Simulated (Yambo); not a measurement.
Yambo run on TlCl (CsCl type, space group Pm-3m, No. 221). The wavefunctions come from this Quantum ESPRESSO step (PBE, PseudoDojo stringent norm-conserving files, scalar-relativistic):

```
&CONTROL
  calculation = 'nscf'
  pseudo_dir = './pseudo'
  outdir = './out'
/
&SYSTEM
  ibrav = 0
  nat = 2
  ntyp = 2
  ecutwfc = 90.4
  ecutrho = 361.6
  occupations = 'fixed'
  force_symmorphic = .true.
  nbnd = 248
/
&ELECTRONS
  conv_thr = 2e-09
  diago_full_acc = .true.
  diago_thr_init = 1e-08
/
ATOMIC_SPECIES
Cl 35.4500 Cl.upf
Tl 204.3800 Tl.upf
CELL_PARAMETERS angstrom
  3.768556712000   0.000000000000   0.000000000000
  0.000000000000   3.768556712000   0.000000000000
  0.000000000000   0.000000000000   3.768556712000
ATOMIC_POSITIONS crystal
Cl   0.500000000000   0.500000000000   0.500000000000
Tl   0.000000000000   0.000000000000   0.000000000000
K_POINTS automatic
4 4 4 0 0 0
```

Yambo input:

```
rim_cut
gw0
dyson
el_el_corr
HF_and_locXC
ppa
em1d
RandQpts= 1000000
RandGvec= 1 Ry
EXXRLvcs= 90.4 Ry
VXCRLvcs= 361.6 Ry
Chimod= "HARTREE"
% BndsRnXp
 5 | 247 |
%
NGsBlkXp= 15 Ry
% LongDrXp
 1.0 | 1.0 | 1.0 |
%
PPAPntXp= 27.2114 eV
% GbndRnge
 1 | 247 |
%
GTermKind= "BG"
DysSolver= "n"
ExtendOut
% QPkrange
 1 | 1 | 14 | 15 |
 3 | 3 | 14 | 15 |
 6 | 6 | 14 | 15 |
 10 | 10 | 14 | 15 |
%
```

k points by index: 1 = Γ, 3 = X, 6 = M, 10 = R.

Resulting energies as the program prints them:

```
#    K-point    Band    Eo [eV]    E [eV]    E-Eo [eV]    Vxc [eV]    Vnlxc [eV]    Sc|Eo [eV]    Sc|E [eV]    dSc/dw|Eo [eV]    Re(Z)    Im(Z)
#
    1    14    -1.781113    -3.141154    -1.360041    -13.81535    -18.15129    2.595858    2.975898    -7.602883    0.781613    -0.001593
    1    15    7.651483    7.845207    0.193723    -9.270787    -4.768261    -4.267946    -4.308802    -5.733122    0.825972    -0.001929
    3    14    0.000000    -1.154727    -1.154727    -14.84710    -17.40517    1.115660    1.403349    -6.778972    0.800560    -0.001212
    3    15    1.947653    2.072066    0.124413    -9.525229    -6.092279    -3.283835    -3.308538    -5.399411    0.834427    -0.001082
    6    14    -1.262087    -2.591500    -1.329413    -14.43848    -18.65264    2.512090    2.884746    -7.627018    0.781072    -0.001458
    6    15    4.926583    5.213992    0.287409    -11.57575    -7.411545    -3.811278    -3.876792    -6.200193    0.814427    -0.001414
    10    14    -2.113719    -3.322113    -1.208394    -13.53971    -15.41073    0.399306    0.662631    -5.929359    0.821084    -0.001175
    10    15    2.329122    2.515431    0.186309    -9.250078    -5.732896    -3.294396    -3.330872    -5.325080    0.836334    -0.001086
```
(The two width columns are left out.) Convergence of these settings isn't established.

Spin-orbit coupling is not included.

Geometry relaxed with PBEsol.
